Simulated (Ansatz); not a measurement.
Si$_{2}$Mo:
Space group P6₂22 (No. 180); a = b = 4.584 Å, c = 6.576 Å, α = β = 90.00°, γ = 120.00°

| atom | site | symmetry | x | y | z |
|---|---|---|---|---|---|
| Si | 6j | ..2 | 0.3277 | 0.1639 | 0.1667 |
| Mo | 3d | 222 | 0.5000 | 0.0000 | 0.5000 |

Relaxed with r²SCAN. DFT-r²SCAN in the program Ansatz with PAW potentials gives a gap of 0.16 eV.

Q: What gap does HSE06 give on the same cell (Ansatz, PAW)?

A: 0.54 eV, 0.39 eV more. The hybrid was solved on a coarser mesh and at special points; its gap is the smallest among all of these.

```json
[
 {"k": "Γ", "v1 r²SCAN": "-0.86", "c1 r²SCAN": "2.23", "v1 HSE06": "-0.92", "c1 HSE06": "2.82"},
 {"k": "A", "v1 r²SCAN": "-0.75", "c1 r²SCAN": "2.04", "v1 HSE06": "[?]", "c1 HSE06": "[?]"},
 {"k": "K", "v1 r²SCAN": "-0.90", "c1 r²SCAN": "0.79", "v1 HSE06": "[?]", "c1 HSE06": "[?]"},
 {"k": "H", "v1 r²SCAN": "-0.61", "c1 r²SCAN": "0.77", "v1 HSE06": "[?]", "c1 HSE06": "[?]"},
 {"k": "M", "v1 r²SCAN": "-0.68", "c1 r²SCAN": "0.16", "v1 HSE06": "-0.69", "c1 HSE06": "0.54"},
 {"k": "L", "v1 r²SCAN": "0.00", "c1 r²SCAN": "0.69", "v1 HSE06": "[?]", "c1 HSE06": "[?]"}
]
```

Q: Top valence (v1) and lowest conduction level (c1) in eV from each method's valence maximum (which need not be a listed point): supply the withheld HSE06 values.

A: 
- L, v1 HSE06: 0.00
- L, c1 HSE06: 1.12
- K, v1 HSE06: -0.90
- K, c1 HSE06: 1.23
- H, v1 HSE06: -0.63
- H, c1 HSE06: 1.24
- A, v1 HSE06: -0.79
- A, c1 HSE06: 2.47

Cost on shared cores: the r²SCAN run (SCF on a 7×7×4 mesh, then bands and DOS) roughly 3 core-minutes, the HSE06 run (SCF on 4×4×3, then a few points) roughly 6 core-minutes; the tasks are unlike.

Space group P6_222. The workflow started from a Materials Project entry (that database holds measured and hypothetical structures alike); the Crystallography Open Database copy checked does not list it. It is not the phase usual at ambient conditions (space group No. 139). The r²SCAN relaxation kept the symmetry of its start; its stability against distortions is not shown here. The run is not spin-polarised. Spin–orbit coupling is left out wherever it is not named.

Potentials: the later of the program's two PAW sets.
